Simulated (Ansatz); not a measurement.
FeP₃H₆O₆: gradients before and after relaxing the atoms

Start: a refined structure from the COD, taken as it stands.

```cif
data_FeP3H6O6
_symmetry_space_group_name_H-M 'R-3:H'
_symmetry_Int_Tables_number 148
_cell_length_a 11.2800
_cell_length_b 11.2800
_cell_length_c 9.6375
_cell_angle_alpha 90.000
_cell_angle_beta 90.000
_cell_angle_gamma 120.000
loop_
_atom_site_label
_atom_site_type_symbol
_atom_site_symmetry_multiplicity
_atom_site_Wyckoff_symbol
_atom_site_fract_x
_atom_site_fract_y
_atom_site_fract_z
Fe1 Fe 3 a 0.0000 0.0000 0.0000
Fe2 Fe 3 b 0.0000 0.0000 0.5000
H3 H 18 f 0.9887 0.6383 0.5803
H9 H 18 f 0.7727 0.5913 0.5603
P P 18 f 0.1879 0.2006 0.2446
O21 O 18 f 0.1648 0.1143 0.1173
O27 O 18 f 0.1596 0.1276 0.3822
```

One atom of each set is listed; the run and its k-mesh use a cell of 32 atoms with edges of 7.26, 7.26, 7.26 Å.

Method: Kohn–Sham DFT in Ansatz, PBE, plane waves and PAW, scalar-relativistic, collinear spin, 420 eV cutoff, Γ-centred 5×5×5 k-points, Fermi–Dirac smearing 0.05 eV. Start moments as typed (μB): 3 on each Fe, none on the rest.

The largest force at the start is 1.3 eV/Å. Relaxing the ions at fixed cell moves them by 0.080 Å at most (atom 10, H) and 0.057 Å rms.

| site | moved (Å) | first shell before | first shell after | V_zz before (10²¹ V/m²) | η before |
| --- | --- | --- | --- | --- | --- |
| Fe1 | 0.000 | 6 O at 2.00 Å | 6 O at 2.02 Å | -1.02 | 0.00 |
| Fe2 | 0.000 | 6 O at 2.00 Å | 6 O at 2.02 Å | -1.44 | 0.00 |
| H3 | 0.072 | 1 P at 1.38 Å | 1 P at 1.41 Å | 1.94 | 0.02 |
| H9 | 0.080 | 1 P at 1.38 Å | 1 P at 1.42 Å | 1.95 | 0.02 |
| P | 0.022 | 2 H at 1.38 Å, 2 O at 1.51 Å | 2 H at 1.41–1.42 Å, 2 O at 1.53 Å | -2.80 | 0.43 |
| O21 | 0.046 | 1 P at 1.51 Å, 1 Fe at 2.00 Å, angle 133° | 1 P at 1.53 Å, 1 Fe at 2.02 Å, angle 131° | 8.02 | 0.13 |
| O27 | 0.059 | 1 P at 1.51 Å, 1 Fe at 2.00 Å, angle 139° | 1 P at 1.53 Å, 1 Fe at 2.02 Å, angle 137° | 8.38 | 0.08 |

(1) How do the gradients change?

## Answers

(1) 

```
site  V_zz after  η after  change of V_zz
 Fe1       -0.56     0.00           +0.46
 Fe2       -0.71     0.00           +0.73
  H3        1.63     0.03           -0.31
  H9        1.62     0.03           -0.33
   P       -2.63     0.63           +0.17
 O21        8.59     0.13           +0.57
 O27        8.87     0.12           +0.49
```

The largest change of V_zz is on Fe2, from -1.44 to -0.71. In per cent, |V_zz| changes by -50 to -45 on Fe, -17 to -16 on H, -6 on P, +6 to +7 on O (all sites that start above 0.5). Where |V_zz| stays above 0.1, η moves most on P, from 0.43 to 0.63. The bonds to hydrogen get longer (H–P from 1.38 to 1.41 Å), and the gradient at hydrogen falls steeply with it.

The moments were started parallel, and the run ended with some of them reversed. With these PAW files V_zz is typically within 2 to 3 % of all-electron values, but misses above 10 % occur on Fe. The magnetic order is the one that the run reached from its start moments, not necessarily the measured one.
Before: The program didn't check the stability of this electronic state in full, so a lower one may lie near.
